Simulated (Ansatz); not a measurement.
Here is the system:

CsPbBr₃:
```cif
data_Br12Cs4Pb4
_chemical_formula_sum 'Pb4 Cs4 Br12'
_space_group_name_H-M_alt 'P 1'
_space_group_IT_number 1
_cell_length_a 8.45684
_cell_length_b 11.80705
_cell_length_c 8.12455
_cell_angle_alpha 90.000
_cell_angle_beta 90.000
_cell_angle_gamma 90.000
loop_
_space_group_symop_operation_xyz
  'x, y, z'
loop_
_atom_site_label
_atom_site_type_symbol
_atom_site_fract_x
_atom_site_fract_y
_atom_site_fract_z
_atom_site_occupancy
Pb1 Pb 0.00000 0.50000 0.00000 1
Pb2 Pb 0.50000 0.50000 0.50000 1
Pb3 Pb 0.50000 0.00000 0.50000 1
Pb4 Pb 0.00000 0.00000 0.00000 1
Cs1 Cs 0.56174 0.25000 0.01862 1
Cs2 Cs 0.93826 0.75000 0.51862 1
Cs3 Cs 0.06174 0.25000 0.48138 1
Cs4 Cs 0.43826 0.75000 0.98138 1
Br1 Br 0.29707 0.46459 0.19945 1
Br2 Br 0.20293 0.53541 0.69945 1
Br3 Br 0.79707 0.03541 0.30055 1
Br4 Br 0.70293 0.96459 0.80055 1
Br5 Br 0.70293 0.53541 0.80055 1
Br6 Br 0.79707 0.46459 0.30055 1
Br7 Br 0.20293 0.96459 0.69945 1
Br8 Br 0.29707 0.03541 0.19945 1
Br9 Br 0.00846 0.75000 0.06810 1
Br10 Br 0.49154 0.25000 0.56810 1
Br11 Br 0.50846 0.75000 0.43190 1
Br12 Br 0.99154 0.25000 0.93190 1
```

This is the r²SCAN-relaxed structure.

**Question.** All from plane-wave PAW r²SCAN (Ansatz code), unless another level is named. Predict the Hill bulk and shear moduli.

**Answer.** 18.9 and 7.1 GPa.

**Question.** And the highest zone-centre frequency (without LO–TO term)?

**Answer.** 153 cm⁻¹.

Space group Pnma. The r²SCAN relaxation kept the symmetry of its start. Spin–orbit coupling is left out wherever it is not named.

Potentials: the later of the program's two PAW sets.
